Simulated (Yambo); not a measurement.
Yambo run on NiSi3P4 (space group I-42m, No. 121). The wavefunctions are norm-conserving PBEsol (Quantum ESPRESSO, 98 Ry, without SOC) ones on a 4×4×4 mesh (25 occupied bands); a = b = c = 6.334 Å, α = β = 131.85°, γ = 70.47°.

Yambo input:

```
rim_cut
gw0
dyson
el_el_corr
HF_and_locXC
cohsex
em1s
RandQpts= 1000000
RandGvec= 1 Ry
EXXRLvcs= 98 Ry
VXCRLvcs= 392 Ry
Chimod= "HARTREE"
% BndsRnXs
 5 | 149 |
%
NGsBlkXs= 6 Ry
% LongDrXs
 1.0 | 1.0 | 1.0 |
%
ExtendOut
% QPkrange
 1 | 1 | 25 | 26 |
 13 | 13 | 26 | 26 |
%
```

k points by index: 1 = Γ, 13 = Z.

Table of the .qp output:

```
#    K-point    Band    Eo [eV]    E [eV]    E-Eo [eV]    Vxc [eV]    Vnlxc [eV]    Sc|Eo [eV]    Re(Z)    Im(Z)
#
    1    25    0.000000    -1.617286    -1.617286    -18.21613    -20.66946    0.836044    1.000000    0.000000
    1    26    0.488390    -0.682257    -1.170647    -17.72462    -16.16464    -2.730625    1.000000    0.000000
    13    26    0.264272    -1.176108    -1.440379    -11.43600    -7.796486    -5.079889    1.000000    0.000000
```
(The two width columns are left out.) Convergence of these settings isn't established.

Geometry of the Materials Project entry, not relaxed at this level.

The runs are not spin-polarised; magnetic order was not tried.
